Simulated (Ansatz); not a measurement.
Input:

BeTe (zinc blende)

```cif
data_Be4Te4
_chemical_formula_sum 'Te4 Be4'
_space_group_name_H-M_alt 'F-43m'
_space_group_IT_number 216
_space_group_name_Hall 'F -4 2 3'
_cell_length_a 5.65693
_cell_length_b 5.65693
_cell_length_c 5.65693
_cell_angle_alpha 90.000
_cell_angle_beta 90.000
_cell_angle_gamma 90.000
loop_
_atom_site_label
_atom_site_type_symbol
_atom_site_symmetry_multiplicity
_atom_site_Wyckoff_symbol
_atom_site_fract_x
_atom_site_fract_y
_atom_site_fract_z
_atom_site_occupancy
Te1 Te 4 c 0.25000 0.25000 0.25000 1
Be1 Be 4 a 0.00000 0.00000 0.00000 1
```
(The calculation used a cell of 2 atoms; values per cell refer to that cell.)

The volume is varied about the relaxed value V₀ at fixed cell shape. Symmetry pins the atoms to their sites.

Method: r2SCAN (plane waves to 500 eV, PAW, scalar-relativistic; Ansatz, a quantum-chemistry and plane-wave program). k mesh 11×11×11 (Γ-centred), Fermi-Dirac smearing 0.05 eV. E stands for the smeared free energy. Compression counts positive. BeTe was relaxed with its symmetry unable to fall. Spin-orbit coupling is left out, though Te is heavy. ΔE is measured from the relaxed starting cell.

The scan covers V/V₀ from 0.940 to 1.060 in 9 points.

What is the fitted pressure derivative B₀′?

3.9.

What bulk modulus B₀ follows from a third-order Birch-Murnaghan fit?

59.3 GPa.

(A scan under strain: stresses follow from slopes of the energy per volume, elastic moduli from its curvatures.)
